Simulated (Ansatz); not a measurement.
Lu$_{2}$MnS$_{4}$:
```
Lu2MnS4
1.0
    0.00000     5.37579     5.37579
    5.37579     0.00000     5.37579
    5.37579     5.37579     0.00000
Mn Lu S
2 4 8
Cartesian
  5.37579   5.37579   5.37579
  8.06369   8.06369   8.06369
  1.34395   1.34395   1.34395
  1.34395   4.03184   4.03184
  4.03184   4.03184   1.34395
  4.03184   1.34395   4.03184
  9.44436   9.44436   9.44436
  3.99512   6.75646   6.75646
  6.68302   6.68302   9.44436
  6.75646   3.99512   6.75646
  9.44436   6.68302   6.68302
  3.99512   3.99512   3.99512
  6.68302   9.44436   6.68302
  6.75646   6.75646   3.99512
```
Starting moments (μB, in the order of the atoms Mn Mn Lu Lu Lu Lu S S S S S S S S): 4.4 4.4 0.1 0.1 0.1 0.1 0.1 0.1 0.1 0.1 0.1 0.1 0.1 0.1.

Relaxed with PBEsol. Special points in fractions of this cell's reciprocal vectors: Γ (0.000, 0.000, 0.000); X (0.500, 0.000, 0.500); U (0.625, 0.250, 0.625); K (0.375, 0.375, 0.750); L (0.500, 0.500, 0.500); W (0.500, 0.250, 0.750).

Task: List the band energies nearest the valence-band maximum at these points for plane-wave PAW PBEsol (Ansatz code).

Result: In eV from the valence-band maximum; about four levels below and three above (degenerate sets whole), none deeper than 8.9 eV; points with the same levels are listed once.

```
k                                  below                above
---  -----------------------------------  -------------------
Γ ↑     -1.02 -1.02 -1.02 0.00 0.00 0.00       0.66 1.46 1.46
X ↑              -0.88 -0.88 -0.75 -0.75  1.85 1.85 3.48 3.48
U ↑              -0.99 -0.96 -0.85 -0.72       2.14 2.21 2.91
L ↑              -0.72 -0.72 -0.50 -0.50       2.01 2.29 2.29
W ↑              -0.98 -0.98 -0.84 -0.84  2.47 2.47 2.65 2.65
Γ ↓  -1.55 -1.55 -1.55 -1.05 -1.05 -1.05       0.74 0.74 1.10
X ↓              -1.90 -1.90 -1.27 -1.27  1.40 1.40 1.47 1.47
U ↓              -1.96 -1.69 -1.62 -1.25       1.28 1.47 1.54
L ↓        -1.93 -1.93 -1.23 -1.22 -1.22       1.16 1.49 1.49
W ↓              -1.66 -1.66 -1.57 -1.57  1.35 1.35 1.62 1.62
```

Space group Fd-3m (spinel). The workflow started from an entry of the Crystallography Open Database (COD). Whether it is the stable phase at ambient conditions was not checked. The cell was relaxed with PBEsol under the symmetry of its start; whether a distortion lowers the energy is not shown. The final state is ferromagnetic, chosen from 2 collinear starts compared on coarse meshes (ties went to the first, and starts can fall back to one state), not a proven ground state. The program gave a warning on the electronic state, which may not be the lowest. No Hubbard U is applied. Scalar-relativistic: spin–orbit coupling is off unless named, which matters more the heavier the elements.

Potentials: the later of the program's two PAW sets.
